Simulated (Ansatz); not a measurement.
## Quadrupolar parameters in NaAlGeO4

The cell is a Materials Project structure (computed, not necessarily an observed phase).

Space group Pmc2_1 (No. 26); a = 2.8794, b = 10.4879, c = 8.9625 Å.

```
site  Wyckoff  site symmetry       x       y       z
 Na1       2b            m..  0.5000  0.0994  0.2569
 Na3       2a            m..  0.0000  0.4082  0.7406
 Al5       2b            m..  0.5000  0.8614  0.4346
 Al7       2b            m..  0.5000  0.3529  0.4218
 Ge9       2a            m..  0.0000  0.6378  0.5579
Ge11       2a            m..  0.0000  0.1486  0.5845
 O13       2b            m..  0.5000  0.7331  0.1196
 O15       2a            m..  0.0000  0.7646  0.8913
 O17       2b            m..  0.5000  0.6742  0.4210
 O19       2a            m..  0.0000  0.8211  0.5700
 O21       2b            m..  0.5000  0.9644  0.0260
 O23       2a            m..  0.0000  0.5354  0.9786
 O25       2b            m..  0.5000  0.3973  0.2018
 O27       2a            m..  0.0000  0.1002  0.7954
```

One atom of each set is listed.

The numbers come from a DFT calculation in Ansatz (PBE, plane waves and PAW, scalar-relativistic, 420 eV cutoff, Γ-centred 7×2×3 k-points, Fermi–Dirac smearing 0.02 eV).

Conventions: |V_zz| ≥ |V_yy| ≥ |V_xx|, η = (V_xx − V_yy)/V_zz, C_Q = eQV_zz/h. ν_Q = 3|C_Q|/[2I(2I − 1)].

Na-23: I = 3/2, Q = 104.0 mb; ²⁷Al: I = 5/2, Q = 146.6 mb; ⁷³Ge: I = 9/2, Q = -196.0 mb; O-17: I = 5/2, Q = -25.58 mb. Nuclear quadrupole moments: year-2017 set (Pyykkö).

| site | atoms | first shell | C_Q (MHz) | η | ν_Q (MHz) |
| --- | --- | --- | --- | --- | --- |
| Na1 | 2 | 8 O at 2.36–2.56 Å | -1.34 | 0.00 | 0.669 |
| Na3 | 2 | 8 O at 2.33–2.52 Å | -1.42 | 0.21 | 0.709 |
| Al5 | 2 | 6 O at 1.93–2.00 Å | 5.34 | 0.39 | 0.801 |
| Al7 | 2 | 6 O at 1.91–2.03 Å | 6.78 | 0.46 | 1.02 |
| Ge9 | 2 | 6 O at 1.93–1.97 Å | -11.3 | 0.60 | 0.469 |
| Ge11 | 2 | 6 O at 1.93–1.96 Å | -7.23 | 0.95 | 0.301 |
| O13 | 2 | 2 Ge at 1.93 Å, 1 Al at 1.99 Å, 2 Na at 2.33 Å | 4.67 | 0.41 | 0.701 |
| O15 | 2 | 2 Al at 1.91 Å, 1 Ge at 1.96 Å, 2 Na at 2.36 Å | -3.46 | 0.68 | 0.519 |
| O17 | 2 | 2 Ge at 1.93 Å, 1 Al at 1.97 Å, 2 Na at 2.33 Å | 4.31 | 0.32 | 0.647 |
| O19 | 2 | 1 Ge at 1.93 Å, 2 Al at 1.93 Å, 2 Na at 2.36 Å | -4.09 | 0.52 | 0.614 |
| O21 | 2 | 2 Ge at 1.94 Å, 1 Al at 2.00 Å; also 2 Na at 2.50–2.51 Å | 6.18 | 0.27 | 0.927 |
| O23 | 2 | 2 Al at 1.92 Å, 1 Ge at 1.95 Å, 2 Na at 2.42–2.52 Å | -4.78 | 0.77 | 0.716 |
| O25 | 2 | 2 Ge at 1.97 Å, 1 Al at 2.03 Å; also 3 Na at 2.52–3.16 Å | 5.84 | 0.28 | 0.876 |
| O27 | 2 | 2 Al at 1.95 Å, 1 Ge at 1.96 Å; also 3 Na at 2.56–3.27 Å | -4.56 | 0.78 | 0.683 |

At O21 and O25 V_zz stands upright on the plane through its three neighbours (within 11°) in each case.

Where η is near 1 the sign of V_zz means little.

The run took 100 s of wall time (100 s of CPU time) and 0.75 GiB at its peak, on 1 thread of Arm Neoverse V1 (aarch64; 8 cores open to the job, memory cap 2.5 GiB, no GPU), a shared host with a load of 0.8 a core.
